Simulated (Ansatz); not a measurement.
# MgCdTe2: computed property card

MgCdTe₂:
```xyz
4
Lattice="2.2880 1.3210 7.4449 -2.2880 1.3210 7.4449 0.0000 -2.6420 7.4449" Properties=species:S:1:pos:R:3 pbc="T T T"
Mg     0.0000     0.0000    11.1506
Cd     0.0000     0.0000     0.0084
Te     0.0000     0.0000     2.8184
Te     0.0000     0.0000    13.9414
```

Space group R3m (No. 160); conventional cell a = b = 4.5761 Å, c = 22.3348 Å, α = β = 90.00°, γ = 120.00°.

Method: plane-wave PAW PBEsol (Ansatz code). Geometry: relaxed at this level of theory. Other levels are named where they apply.

**Cell and energy**

```yaml
volume_per_atom: 33.75 Å³
density: 4.82 g/cm³
Formation energy from the elements (no fitted shifts): -0.60 eV/atom
```

**Electronic structure**

```yaml
band_gap: 1.28 eV (direct)
valence_band_maximum: at Γ
conduction_band_minimum: at Γ
electron_effective_mass: 0.099, 0.099, 0.13 mₑ (principal values)
Hole effective mass, band 1 of 2 at the edge: 0.82 along x, 1.9 along z (mₑ)
Hole effective mass, band 2 of 2 at the edge: 0.098 along x, 1.9 along z (mₑ)
Hole effective mass with spin–orbit coupling: 0.14, 0.14, 1.7 mₑ (principal values)
HSE06 gap on the PBEsol cell: 2.25 eV
Gap with spin–orbit coupling: 1.01 eV
```

**Mechanics**

```yaml
Bulk modulus (Birch–Murnaghan fit): 38.5 GPa
Pressure derivative B′: 4.4
Elastic constants (relaxed ions, GPa): C11 = 59.7, C12 = 30.5, C13 = 26.4, C14 = -4.7, C33 = 61.0, C44 = 10.9
mechanical_stability: stable (all eigenvalues of C positive)
hill_bulk_and_shear_moduli: 38.6 and 12.7 GPa
Young's modulus: 34.4 GPa
Poisson's ratio: 0.35
debye_temperature_from_the_elastic_constants: 168 K
Piezoelectric stress constants (proper, relaxed ions, C/m²): e15 = e24 = -0.04, e16 = e21 = 0.07, e22 = -0.07, e33 = 0.12
```

**Dielectric response**

```yaml
Electronic dielectric constant ε∞ (DFPT): 7.10 (xx = yy), 6.90 (zz)
Born charges (a third of the trace): Mg +1.94, Cd +2.12, Te -2.10 to -1.96 e
```

The first step of the workflow began from a Materials Project structure, measured or hypothetical; the Crystallography Open Database copy checked does not list it. With Mg and Cd taken as one species the cell has the higher symmetry F-43m, so it may be an ordered model of a mixed-site phase. Its standing as an ambient phase is unchecked. Symmetry was held in the PBEsol relaxation; whether a distortion lowers the energy is not shown. Signs of piezoelectric constants follow the polarity of the cell as given. The references are the lowest solids computed at this level, not always the standard phases. Scalar-relativistic: spin–orbit coupling is off unless named, which matters more the heavier the elements.

Potentials: the later of the program's two PAW sets.
